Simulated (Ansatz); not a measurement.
MgS (rock salt)

```
MgS
1.0
    0.00000     2.60155     2.60155
    2.60155     0.00000     2.60155
    2.60155     2.60155     0.00000
S Mg
1 1
Direct
  0.00000   0.00000   0.00000
  0.50000   0.50000   0.50000
```

Two coordinates are scanned: the volume, and the ratio of the stretch along z (the conventional c axis) to the stretch across it. Atoms keep their fractional coordinates.

Level of theory: r2SCAN (plane waves to 500 eV, PAW, scalar-relativistic; Ansatz, a first-principles code). k mesh 11×11×11 (Γ-centred), Fermi-Dirac smearing 0.05 eV. Compression counts positive. MgS was relaxed with its symmetry unable to fall.

Changes of σxx (GPa) from the point V/V₀ = 1.000, (c/a)/(c/a)₀ = 1.000 when one coordinate moves alone (two changes are said to add if the coupling is within 5 % of the smaller one, nearly so within 20 %):

```json
[
 {"point": "V/V₀ = 1.000, (c/a)/(c/a)₀ = 0.880", "change": "-2.91"},
 {"point": "V/V₀ = 1.000, (c/a)/(c/a)₀ = 0.940", "change": "-1.80"},
 {"point": "V/V₀ = 0.960, (c/a)/(c/a)₀ = 1.000", "change": "3.54"},
 {"point": "V/V₀ = 0.980, (c/a)/(c/a)₀ = 1.000", "change": "1.68"},
 {"point": "V/V₀ = 1.020, (c/a)/(c/a)₀ = 1.000", "change": "-1.52"},
 {"point": "V/V₀ = 1.040, (c/a)/(c/a)₀ = 1.000", "change": "-2.89"},
 {"point": "V/V₀ = 1.000, (c/a)/(c/a)₀ = 1.060", "change": "2.48"},
 {"point": "V/V₀ = 1.000, (c/a)/(c/a)₀ = 1.120", "change": "5.59"}
]
```

Question: What is the change at V/V₀ = 0.960, (c/a)/(c/a)₀ = 1.060, where both move, and how far is it from the sum?

Answer: The sum of the single changes is 3.54 + (2.48) = 6.02; the calculation gives 6.56, so the coupling contributes 0.54 (over 20 % of the smaller single change, not additive).

Question: Do the two effects add at V/V₀ = 0.960, (c/a)/(c/a)₀ = 0.880? Give the computed change.

Answer: The sum of the single changes is 3.54 + (-2.91) = 0.63; the calculation gives -0.33, so the coupling contributes -0.96 (over 20 % of the smaller single change, not additive).

Question: Do the two effects add at V/V₀ = 1.020, (c/a)/(c/a)₀ = 1.060? Give the computed change.

Answer: The sum of the single changes is -1.52 + (2.48) = 0.96; the calculation gives 0.72, so the coupling contributes -0.24 (under 20 % of the smaller single change, nearly additive).

(Under strain, the slope of the energy per volume gives the stress and its curvature an elastic modulus.)
